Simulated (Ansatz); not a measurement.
# What a change of settings does to a run on TiN

The cell is COD entry 1011099, as deposited and not checked against the literature; nothing was relaxed. It is an old determination, and later ones may differ.

First run: DFT, PBE, all-electron LAPW, scalar-relativistic (Ansatz 0.2.0).

Command: `ansatz run input.yaml --threads 1 --pin off --max-ram 2048MiB --backend cpu --events-out ev --progress --plain --runs-dir out` The run took 11 s on 1 thread of Arm Neoverse V1, on a shared host, peak memory 0.3 GiB.

```yaml
crystal:
  lattice:
    - [0.0, 2.122, 2.122]
    - [2.122, 0.0, 2.122]
    - [2.122, 2.122, 0.0]
  atoms:
    - { symbol: Ti, position: [0.0, 0.0, 0.0] }
    - { symbol: "N", position: [0.5, 0.5, 0.5] }
kpoints:
  mp_grid: { grid: [10, 10, 10] }
scf:
  occupations: { method: fermi_dirac, width: 0.05 }
hamiltonian:
  xc: pbe
  pseudopotentials: { kind: all_electron, lapw: { basis_error: 0.0005 } }
output:
  forces: true
  stress: true
  eigenvalues: true
```

Result: converged; pressure 0.54 GPa; 8 SCF iterations.

Spin polarisation is left out, and whether a magnetic state lies lower isn't shown here.

The input is then changed:

```diff
@@ -8,5 +8,5 @@
     - { symbol: "N", position: [0.5, 0.5, 0.5] }
 kpoints:
-  mp_grid: { grid: [10, 10, 10] }
+  mp_grid: { grid: [10, 10, 10], shift: [0.5, 0.5, 0.5] }
 scf:
   occupations: { method: fermi_dirac, width: 0.05 }
@@ -14,4 +14,5 @@
   xc: pbe
   pseudopotentials: { kind: all_electron, lapw: { basis_error: 0.0005 } }
+  hubbard: { sites: [{ species: Ti, l: d, u_eff: 2.0 }], double_counting: fll }
 output:
   forces: true
```

What does the second run give?

It converged; pressure 3.39 GPa; 8 SCF iterations.
